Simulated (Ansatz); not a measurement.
# Ta$_{2}$Co single point

The input, for Ansatz 0.2.0 (plane waves, PAW):

```yaml
crystal:
  lattice:
    - [0.0, 0.0, 5.004802]
    - [3.080033, -3.080033, 2.502401]
    - [3.080033, 3.080033, -2.502401]
  atoms:
    - { symbol: Co, position: [0.25, 0.0, 0.0], spin: 3, spin_axis: [0.61313, 0.61313, -0.49814] }
    - { symbol: Co, position: [0.75, 0.0, 0.0], spin: 3, spin_axis: [0.61313, 0.61313, -0.49814] }
    - { symbol: Ta, position: [0.6602, 0.5, 0.8204] }
    - { symbol: Ta, position: [0.1602, 0.1796, 0.5] }
    - { symbol: Ta, position: [0.3398, 0.5, 0.1796] }
    - { symbol: Ta, position: [0.8398, 0.8204, 0.5] }
  symmetry: { tolerance: 0.0003 }
kpoints:
  mp_grid: { grid: [6, 6, 6], shift: [0, 0, 0] }
  band_path:
    path:
      - [0.0, 0.0, 0.0]
      - [0.0, 0.0, 0.5]
      - [0.0, 0.5, 0.5]
      - [0.0, 0.0, 0.0]
      - [0.83004494, 0.41502247, -0.41502247]
      - [0.16995506, 0.58497753, 0.41502247]
      - [0.0, 0.5, 0.5]
      - [0.0, 0.0, 0.5]
      - [0.5, 0.25, 0.25]
      - [0.5, 0.5, 0.0]
      - [0.0, 0.0, 0.0]
    npoints: 6
magnetization:
  noncollinear: true
  spin_orbit: true
scf:
  occupations: { method: fermi_dirac }
  lower_state_search: "off"
  max_iter: 200
hamiltonian:
  pseudopotentials: { kind: paw_fr }
  xc: lda
basis:
  ecutwfc: 420
  fft_grid_basis: typed
output:
  forces: true
  stress: true
  eigenvalues: true
  bader: true
  populations: true
  elf: true
  write_potential: true
  volumetric_format: npy
  dos:
    e_range: [-12, 8]
    de: 0.05
    projected: { site_lists: { Co: [Co], Ta: [Ta] } }
    method: { smearing: { sigma: 0.1, scheme: gaussian } }
checkpoint:
  read: saved_state
```

The run starts from an earlier solution of this cell. The state carries no moments; the state need not be the lowest.

Output (shortened):

```
Warning: output.stress: scf.convergence.dr2_threshold = 1e-7 eV (the SCF's general default) is looser than the 6e-10 eV advised for a printed stress (1e-10 eV for each atom of the cell: 6).
Pseudopotentials: kind: paw_fr
Pseudopotential: Co, paw_fr, valence charge 17, recommended cutoff 420 eV (normal), Co.paw.azcp#standard-fr
Pseudopotential: Ta, paw_fr, valence charge 13, recommended cutoff 420 eV (normal), Ta.paw.azcp#standard-fr
Functional definition: SPW92
  exchange = slater_x
  correlation = pw_c
Crystal: 6 atoms, lattice volume = 94.957 Å³
Basis set: ecut = 420 eV, 1865 PW (Γ)
Bands: 104, of which v1, the nominal top of the filled ones, is band 86 counted from 1 (85 counted from 0)
Symmetry: 2 space group operations + 2 with time reversal
Magnetic group: BNS 12.62 (UNI 69), of the structure as read, at distance tolerance 1.4e-3 Å
k-points: 68 of 216 (time reversal used)
Initial density: read from a saved state, or passed on in memory by an earlier SCF of this step, an earlier step, the calling program or the single point that the run made first
Starting moments: Σ|m| = 6 μB on 2 of 6 sites; this step starts from the density that it was given
Functional: x = slater, c = lda
SCF iter   1: F=—  Δρ=1.73e-2  dr2=3.25e-3  dr2_m=1.73e-1  |M|=6.25e-4 ∫|m|=7.94e-3 μB
SCF iter   2: F=—  Δρ=1.21e-2  dr2=5.13e-3  dr2_m=8.50e-2  |M|=7.38e-4 ∫|m|=6.13e-3 μB
SCF iter   3: F=—  Δρ=8.49e-3  dr2=2.87e-3  dr2_m=4.18e-2  |M|=7.17e-4 ∫|m|=4.77e-3 μB
SCF iter   4: F=—  Δρ=5.95e-3  dr2=1.88e-4  dr2_m=2.05e-2  |M|=6.97e-4 ∫|m|=3.76e-3 μB
SCF iter   5: F=—  Δρ=4.17e-3  dr2=2.15e-5  dr2_m=1.01e-2  |M|=6.17e-4 ∫|m|=3.04e-3 μB
SCF iter   6: F=—  Δρ=2.93e-3  dr2=3.89e-6  dr2_m=4.96e-3  |M|=5.44e-4 ∫|m|=2.49e-3 μB
SCF iter   7: F=—  Δρ=2.05e-3  dr2=3.93e-6  dr2_m=2.44e-3  |M|=4.77e-4 ∫|m|=2.08e-3 μB
SCF iter   8: F=—  Δρ=1.44e-3  dr2=1.09e-6  dr2_m=1.20e-3  |M|=4.19e-4 ∫|m|=1.77e-3 μB
SCF iter   9: F=—  Δρ=1.01e-3  dr2=5.42e-7  dr2_m=5.91e-4  |M|=3.67e-4 ∫|m|=1.52e-3 μB
SCF iter  10: F=—  Δρ=7.09e-4  dr2=2.34e-7  dr2_m=2.91e-4  |M|=3.21e-4 ∫|m|=1.31e-3 μB
SCF iter  11: F=—  Δρ=4.65e-4  dr2=1.65e-4  dr2_m=1.63e-7  |M|=1.56e-4 ∫|m|=6.31e-4 μB
SCF iter  12: F=—  Δρ=1.64e-5  dr2=5.01e-8  dr2_m=1.70e-7  |M|=1.67e-4 ∫|m|=6.76e-4 μB
SCF iter  13: F=-48944.6688 eV  Δρ=1.12e-5  dr2=4.89e-8  dr2_m=7.90e-8  |M|=1.17e-4 ∫|m|=4.71e-4 μB
SCF iter  14: F=-48944.6688 eV  Δρ=6.33e-6  dr2=3.11e-8  dr2_m=2.13e-10  |M|=7.67e-6 ∫|m|=3.06e-5 μB
SCF iter  15: F=-48944.6688 eV  Δρ=5.56e-6  dr2=2.41e-8  dr2_m=1.36e-11  |M|=1.81e-6 ∫|m|=7.26e-6 μB
Magnetization: |M| = 0.0000 μB,  M = (+0.0000, +0.0000,  0.0000) μB
Absolute magnetization: 0.0000 μB (∫|m|, with the PAW one-centre terms)
  site 0: m = (+0.0000, +0.0000,  0.0000) μB, |m| = 0.0000 μB  (R = 1.03 Å)
  site 1: m = (+0.0000, +0.0000,  0.0000) μB, |m| = 0.0000 μB  (R = 1.03 Å)
  site 2: m = ( 0.0000,  0.0000, +0.0000) μB, |m| = 0.0000 μB  (R = 1.09 Å)
  site 3: m = ( 0.0000,  0.0000, +0.0000) μB, |m| = 0.0000 μB  (R = 1.09 Å)
  site 4: m = ( 0.0000,  0.0000, +0.0000) μB, |m| = 0.0000 μB  (R = 1.09 Å)
  site 5: m = ( 0.0000,  0.0000, +0.0000) μB, |m| = 0.0000 μB  (R = 1.09 Å)
Free energy (F): -48944.6688 eV
Harris-Foulkes:  -48944.6688 eV  (|F-HF|=2.30e-8)
Internal energy: -48944.4836 eV  (E = F + TS)
E sigma→0 (E₀):  -48944.5762 eV
Entropy (-TS):   -0.1852 eV (-30.858 meV/atom)
Fermi energy:    18.1970 eV
--- Per-component energies (eV) ---
  E_band       = -961.2667
  E_kinetic    = 2373.2869
  E_local      = -9374.4073  (includes V_loc(G=0)·N_el)
  E_nonlocal   = 976.2668
  E_hartree    = 3866.5642
  E_xc         = -1181.7084
  E_vxc        = -1225.3040  (∫ρ·V_xc dr)
  E_paw        = -35570.9530  (= ΣΔE_a)
  E_vpaw       = -1444.2546  (= ΣTr[D̂ρ^β])
  E_aug_tail   = 0.0007  (compensation charges beyond the density's cutoff)
  E_ewald      = -10035.4500
  E_core_change = 1.9166  (= ΣΔE_core)
  E_smearing   = -0.1852  (= −TS)
--- Forces (eV/Å), atoms counted from 1 ---
  atom   1  Co     0.0000     0.0000     0.0000
  atom   2  Co     0.0000     0.0000     0.0000
  atom   3  Ta     0.2005     0.2005     0.0000
  atom   4  Ta    -0.2005     0.2005     0.0000
  atom   5  Ta    -0.2005    -0.2005     0.0000
  atom   6  Ta     0.2005    -0.2005     0.0000
--- Stress (GPa, compression-positive) ---
      -16.3665       0.0000       0.0000
        0.0000     -16.3665       0.0000
        0.0000       0.0000     -16.4863
  P = ⅓ Tr σ = -16.4064 GPa (-164.064 kbar)
--- Löwdin populations: 6 sites ---
  site symbol       q [e]
     0     Co     16.7578
     1     Co     16.7578
     2     Ta     12.9169
     3     Ta     12.9169
     4     Ta     12.9169
     5     Ta     12.9169
  spilling = 0.0095 (of n_electrons = 86.0000)
--- Bader charges: 6 sites ---
  site symbol  charge [e]  shift [e]  m_x [muB]  m_y [muB]  m_z [muB]
     0     Co     -1.0605     0.0014     0.0000     0.0000     0.0000
     1     Co     -1.0596     0.0014     0.0000     0.0000     0.0000
     2     Ta      0.5300     0.0007     0.0000     0.0000     0.0000
     3     Ta      0.5300     0.0007     0.0000     0.0000     0.0000
     4     Ta      0.5300     0.0007     0.0000     0.0000     0.0000
     5     Ta      0.5300     0.0007     0.0000     0.0000     0.0000
```

Total energies depend on the potentials used, so only differences within one code and one set of settings carry meaning.

Origin: a database entry at a rescaled volume. Caveats: the SCF threshold is loose for a stress; atoms or cell far from equilibrium.
